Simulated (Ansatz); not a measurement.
**Two inputs for MoS2 with phosphorus replacing S**

This input was run with Ansatz:

```yaml
crystal:
  lattice:
    - [9.507, 0.0, 0.0]
    - [-4.7535, 8.2333035138, 0.0]
    - [0.0, 0.0, 12.324]
  atoms:
    - { symbol: Mo, position: [0.1111111111, 0.2222222222, 0.25] }
    - { symbol: Mo, position: [0.1111111111, 0.5555555556, 0.25] }
    - { symbol: Mo, position: [0.1111111111, 0.8888888889, 0.25] }
    - { symbol: Mo, position: [0.4444444444, 0.2222222222, 0.25] }
    - { symbol: Mo, position: [0.4444444444, 0.5555555556, 0.25] }
    - { symbol: Mo, position: [0.4444444444, 0.8888888889, 0.25] }
    - { symbol: Mo, position: [0.7777777778, 0.2222222222, 0.25] }
    - { symbol: Mo, position: [0.7777777778, 0.5555555556, 0.25] }
    - { symbol: Mo, position: [0.7777777778, 0.8888888889, 0.25] }
    - { symbol: Mo, position: [0.2222222222, 0.1111111111, 0.75] }
    - { symbol: Mo, position: [0.2222222222, 0.4444444444, 0.75] }
    - { symbol: Mo, position: [0.2222222222, 0.7777777778, 0.75] }
    - { symbol: Mo, position: [0.5555555556, 0.1111111111, 0.75] }
    - { symbol: Mo, position: [0.5555555556, 0.4444444444, 0.75] }
    - { symbol: Mo, position: [0.5555555556, 0.7777777778, 0.75] }
    - { symbol: Mo, position: [0.8888888889, 0.1111111111, 0.75] }
    - { symbol: Mo, position: [0.8888888889, 0.4444444444, 0.75] }
    - { symbol: Mo, position: [0.8888888889, 0.7777777778, 0.75] }
    - { symbol: P, position: [0.1111111111, 0.2222222222, 0.623] }
    - { symbol: S, position: [0.1111111111, 0.5555555556, 0.623] }
    - { symbol: S, position: [0.1111111111, 0.8888888889, 0.623] }
    - { symbol: S, position: [0.4444444444, 0.2222222222, 0.623] }
    - { symbol: S, position: [0.4444444444, 0.5555555556, 0.623] }
    - { symbol: S, position: [0.4444444444, 0.8888888889, 0.623] }
    - { symbol: S, position: [0.7777777778, 0.2222222222, 0.623] }
    - { symbol: S, position: [0.7777777778, 0.5555555556, 0.623] }
    - { symbol: S, position: [0.7777777778, 0.8888888889, 0.623] }
    - { symbol: S, position: [0.2222222222, 0.1111111111, 0.123] }
    - { symbol: S, position: [0.2222222222, 0.4444444444, 0.123] }
    - { symbol: S, position: [0.2222222222, 0.7777777778, 0.123] }
    - { symbol: S, position: [0.5555555556, 0.1111111111, 0.123] }
    - { symbol: S, position: [0.5555555556, 0.4444444444, 0.123] }
    - { symbol: S, position: [0.5555555556, 0.7777777778, 0.123] }
    - { symbol: S, position: [0.8888888889, 0.1111111111, 0.123] }
    - { symbol: S, position: [0.8888888889, 0.4444444444, 0.123] }
    - { symbol: S, position: [0.8888888889, 0.7777777778, 0.123] }
    - { symbol: S, position: [0.1111111111, 0.2222222222, 0.877] }
    - { symbol: S, position: [0.1111111111, 0.5555555556, 0.877] }
    - { symbol: S, position: [0.1111111111, 0.8888888889, 0.877] }
    - { symbol: S, position: [0.4444444444, 0.2222222222, 0.877] }
    - { symbol: S, position: [0.4444444444, 0.5555555556, 0.877] }
    - { symbol: S, position: [0.4444444444, 0.8888888889, 0.877] }
    - { symbol: S, position: [0.7777777778, 0.2222222222, 0.877] }
    - { symbol: S, position: [0.7777777778, 0.5555555556, 0.877] }
    - { symbol: S, position: [0.7777777778, 0.8888888889, 0.877] }
    - { symbol: S, position: [0.2222222222, 0.1111111111, 0.377] }
    - { symbol: S, position: [0.2222222222, 0.4444444444, 0.377] }
    - { symbol: S, position: [0.2222222222, 0.7777777778, 0.377] }
    - { symbol: S, position: [0.5555555556, 0.1111111111, 0.377] }
    - { symbol: S, position: [0.5555555556, 0.4444444444, 0.377] }
    - { symbol: S, position: [0.5555555556, 0.7777777778, 0.377] }
    - { symbol: S, position: [0.8888888889, 0.1111111111, 0.377] }
    - { symbol: S, position: [0.8888888889, 0.4444444444, 0.377] }
    - { symbol: S, position: [0.8888888889, 0.7777777778, 0.377] }
total_charge: -1
kpoints:
  mp_grid: { grid: [1, 1, 1] }
scf:
  occupations: { method: fermi_dirac, width: 0.01 }
hamiltonian:
  xc: pbe
  pseudopotentials: { kind: paw }
output:
  forces: true
  stress: true
  populations: true
  efg:
    quadrupole_moments_barn: { Mo: -0.022, S: -0.0694 }
    contact_densities: true
```

It converged. Of its output the block on the nuclei alone is shown, without the SCF iterations, energies, forces and stress (one atom of each set, the first 14 sets):

```
--- PAW observables at the nuclei: V_zz in 10²¹ V/m², potentials from the cell's mean, atoms counted from 1 ---
  atom   1  Mo V_zz =    -3.348242   η = 0.0000   by run symmetry: allowed   C_q = +1.7811 MHz
            electrostatic potential = -6351.027939 V   contact ρ = 595253.261112 e/Å³
  atom   2  Mo V_zz =    -3.267431   η = 0.0325   by run symmetry: allowed   C_q = +1.7381 MHz
            electrostatic potential = -6351.030178 V   contact ρ = 595253.251263 e/Å³
  atom   6  Mo V_zz =    -3.300846   η = 0.0000   by run symmetry: allowed   C_q = +1.7559 MHz
            electrostatic potential = -6351.027529 V   contact ρ = 595253.291340 e/Å³
  atom   8  Mo V_zz =    -3.388116   η = 0.0000   by run symmetry: allowed   C_q = +1.8023 MHz
            electrostatic potential = -6351.031552 V   contact ρ = 595253.221618 e/Å³
  atom  10  Mo V_zz =    -5.884830   η = 0.3214   by run symmetry: allowed   C_q = +3.1305 MHz
            electrostatic potential = -6351.783017 V   contact ρ = 595253.192881 e/Å³
  atom  12  Mo V_zz =    -2.891301   η = 0.5608   by run symmetry: allowed   C_q = +1.5380 MHz
            electrostatic potential = -6351.522005 V   contact ρ = 595252.675398 e/Å³
  atom  14  Mo V_zz =    -2.495441   η = 0.3937   by run symmetry: allowed   C_q = +1.3275 MHz
            electrostatic potential = -6351.496386 V   contact ρ = 595252.914531 e/Å³
  atom  19  P  V_zz =    -7.115558   η = 0.0000   by run symmetry: allowed
            electrostatic potential = -1498.975929 V   contact ρ = 16026.153110 e/Å³
  atom  20  S  V_zz =    -5.800139   η = 0.1232   by run symmetry: allowed   C_q = +9.7331 MHz
            electrostatic potential = -1636.891079 V   contact ρ = 19771.096812 e/Å³
  atom  24  S  V_zz =    -5.548354   η = 0.0000   by run symmetry: allowed   C_q = +9.3106 MHz
            electrostatic potential = -1636.858397 V   contact ρ = 19771.091987 e/Å³
  atom  26  S  V_zz =    -5.781140   η = 0.0000   by run symmetry: allowed   C_q = +9.7012 MHz
            electrostatic potential = -1636.859467 V   contact ρ = 19771.088365 e/Å³
  atom  28  S  V_zz =    -5.934608   η = 0.0064   by run symmetry: allowed   C_q = +9.9588 MHz
            electrostatic potential = -1636.411791 V   contact ρ = 19771.646648 e/Å³
  atom  30  S  V_zz =    -5.943849   η = 0.0001   by run symmetry: allowed   C_q = +9.9743 MHz
            electrostatic potential = -1636.410730 V   contact ρ = 19771.652644 e/Å³
  atom  32  S  V_zz =    -5.945698   η = 0.0004   by run symmetry: allowed   C_q = +9.9774 MHz
            electrostatic potential = -1636.413363 V   contact ρ = 19771.659619 e/Å³
```

Task: Can these gradients be trusted, and how do they compare with a run on standard settings?

Result: Not as converged values. Against the standard input the change is `kpoints.mp_grid.grid`: [3, 3, 2] → [1, 1, 1]. A site carries the number of its first atom; V_zz in 10²¹ V/m².

```tsv
site	atom	V_zz standard	η standard	V_zz here	η here
Mo1	1	-7.81	0.00	-3.35	0.00
Mo2	2	-7.59	0.01	-3.27	0.03
Mo6	6	-7.61	0.00	-3.30	0.00
Mo8	8	-7.64	0.00	-3.39	0.00
Mo10	10	-9.11	0.10	-5.88	0.32
Mo12	12	-7.19	0.21	-2.89	0.56
Mo14	14	-7.06	0.13	-2.50	0.39
P	19	-6.31	0.00	-7.12	0.00
S37	37	-5.09	0.00	-5.61	0.00
S46	46	-5.17	0.01	-5.85	0.01
S48	48	-5.28	0.01	-5.96	0.00
S50	50	-5.31	0.02	-6.04	0.00
```

The largest change of V_zz is on Mo14, from -7.06 to -2.50. In per cent, |V_zz| changes by -65 to -35 on Mo, +13 on P, +10 to +14 on S (all sites that start above 0.5). Where |V_zz| stays above 0.1, η moves most on Mo12, from 0.21 to 0.56. The table leaves out 9 of the 21 sites, with |V_zz| up to 5.95; their tensors move by 0.67 at most along any direction. The statements above cover all sites. SCF iterations: 13 and 13. In the changed run the k-mesh is coarser than the standard one, so its values aren't converged ones.

On the reference run: The defect repeats with the cell of 54 atoms, so it feels its images: sites between two images don't show the values beside a lone defect, and zeros or small values of η there can come from the images' arrangement. Mo and S carry a gradient in the pure host already, so the values there aren't the defect's effect alone. A uniform background compensates the cell's charge. Without spin–orbit coupling (the program notes it for Mo) the gradients can shift somewhat, as the gap is small. The neighbours have not yet relaxed around the defect (largest force 0.88 eV/Å), so a real crystal will differ.
